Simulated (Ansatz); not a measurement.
The relaxed structure here is a generated cell of NbAs: the first start was made by a random draw of sites in a space group, and the end was not matched to a known phase here, so it may be hypothetical.

A relaxed structure of NbAs. Space group Pm (No. 6). These are PBE (plane waves to 420 eV, PAW, scalar-relativistic; Ansatz, an electronic-structure program) values and carry that method's errors.

```cif
data_As4Nb4
_chemical_formula_sum 'As4 Nb4'
_space_group_name_H-M_alt 'P 1'
_space_group_IT_number 1
_cell_length_a 4.81368
_cell_length_b 4.50290
_cell_length_c 7.89757
_cell_angle_alpha 90.000
_cell_angle_beta 106.856
_cell_angle_gamma 90.000
loop_
_space_group_symop_operation_xyz
  'x, y, z'
loop_
_atom_site_label
_atom_site_type_symbol
_atom_site_fract_x
_atom_site_fract_y
_atom_site_fract_z
_atom_site_occupancy
As1 As 0.29959 0.50000 0.45141 1
As2 As 0.45665 0.50000 0.80087 1
As3 As 0.68182 0.50000 0.19972 1
As4 As 0.09129 0.00000 0.12632 1
Nb1 Nb 0.56751 0.00000 0.37793 1
Nb2 Nb 0.86038 0.50000 0.57391 1
Nb3 Nb 0.53822 0.00000 0.01078 1
Nb4 Nb 0.03075 0.50000 0.96024 1
```

- Volume per atom = 20.48 Å³
- Density = 6.80 g/cm³
- Band gap = zero (metallic)
- Shortest distances = As–Nb 2.55 Å; As–As 2.64 Å; Nb–Nb 2.86 Å
- k-mesh = 10×10×6

Band energies at high-symmetry points (eV from the Fermi level; labels of this space group; no spin-orbit coupling), from −5 eV up to 2.8 eV:

| point | energies |
|---|---|
| Γ | -4.68 -4.38 -4.16 -3.82 -3.27 -3.11 -2.62 -2.19 -2.00 -1.45 -1.37 -0.92 -0.86 -0.53 -0.17 0.13 0.84 1.11 1.70 1.97 1.98 2.42 2.57 |
| Z | -4.94 -4.38 -4.13 -3.92 -3.75 -3.55 -3.41 -2.97 -2.66 -2.43 -2.03 -1.17 -0.80 -0.74 -0.24 -0.14 0.33 0.70 0.95 1.13 1.46 1.79 1.91 2.01 2.51 |
| D | -4.85 -4.24 -4.22 -3.76 -3.66 -3.44 -2.41 -2.28 -2.16 -1.64 -0.88 -0.88 -0.67 -0.60 -0.22 -0.08 0.35 0.84 1.20 1.56 1.72 2.12 2.28 2.66 |
| B | -4.67 -4.07 -3.47 -2.92 -2.82 -2.45 -2.06 -2.03 -1.77 -1.57 -0.85 -0.61 -0.38 0.06 0.32 0.84 1.21 1.75 1.90 1.93 2.06 2.67 2.72 |
| A | -4.64 -4.31 -3.95 -3.75 -3.59 -3.22 -3.07 -2.18 -2.15 -1.54 -1.36 -1.11 -1.08 -0.51 -0.07 0.03 0.97 1.26 1.45 1.58 1.84 2.14 2.49 2.60 |
| E | -4.78 -4.20 -4.01 -3.10 -2.78 -2.72 -2.37 -1.91 -1.29 -1.26 -0.85 -0.80 -0.35 -0.23 -0.15 0.28 1.25 1.44 1.62 1.63 1.90 2.36 2.45 2.75 |
| C2 | -4.59 -4.26 -4.02 -3.13 -2.74 -2.72 -2.35 -2.00 -1.45 -1.41 -0.74 -0.66 -0.51 -0.39 0.33 0.71 0.93 0.99 1.63 2.07 2.13 2.46 2.48 2.56 |
| Y2 | -4.75 -4.39 -4.28 -3.74 -3.63 -3.23 -2.95 -2.29 -2.02 -1.50 -1.14 -0.95 -0.90 -0.40 -0.02 0.05 0.96 0.96 1.18 1.26 1.72 2.12 2.37 |

No spin polarisation in the result.

It was reached from a disturbed copy of a P4/mmm (No. 123) cell, against which it lies -0.74 eV/atom.
